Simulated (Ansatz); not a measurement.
The relaxed structure here is a generated cell of Li: the first start was made by placing the elements on the sites of a structure type, and the end was not matched to a known phase here, so it may be hypothetical. Known forms of Li include space group No. 229.

One stationary structure of Li. These are r2SCAN (plane waves to 500 eV, PAW, scalar-relativistic; Ansatz, an electronic-structure program) values and carry that method's errors.

```cif
data_Li
_chemical_formula_sum 'Li1'
_space_group_name_H-M_alt 'P 1'
_space_group_IT_number 1
_cell_length_a 3.08501
_cell_length_b 3.08501
_cell_length_c 3.08501
_cell_angle_alpha 119.227
_cell_angle_beta 119.227
_cell_angle_gamma 91.345
loop_
_space_group_symop_operation_xyz
  'x, y, z'
loop_
_atom_site_label
_atom_site_type_symbol
_atom_site_fract_x
_atom_site_fract_y
_atom_site_fract_z
_atom_site_occupancy
Li1 Li 0.00000 0.00000 0.00000 1
```

Problem. Determine the symmetry and give the standard cell with its independent sites.

Solution. Space group I4/mmm (No. 139); a = 3.1210 Å, b = 3.1210 Å, c = 4.3114 Å, α = 90.00°, β = 90.00°, γ = 90.00°

| atom | site | symmetry | x | y | z |
|---|---|---|---|---|---|
| Li | 2a | 4/mmm | 0.0000 | 0.0000 | 0.0000 |

Problem. Give the shortest distances between elements (the closest pairs, up to four, under 3.6 Å).

Solution. Li–Li 3.09 Å.

```yaml
volume_per_atom: 21.00 Å³
band_gap: no gap (metallic)
```

No spin polarisation in the result.

The run could not lose the symmetry of its start, so the end can be a saddle point.

It was reached from a disturbed copy of a P6/mmm (No. 191) cell (AFLOW prototype A_hP1_191_a (A_f, as in Sn)), against which it lies -0.07 eV/atom.
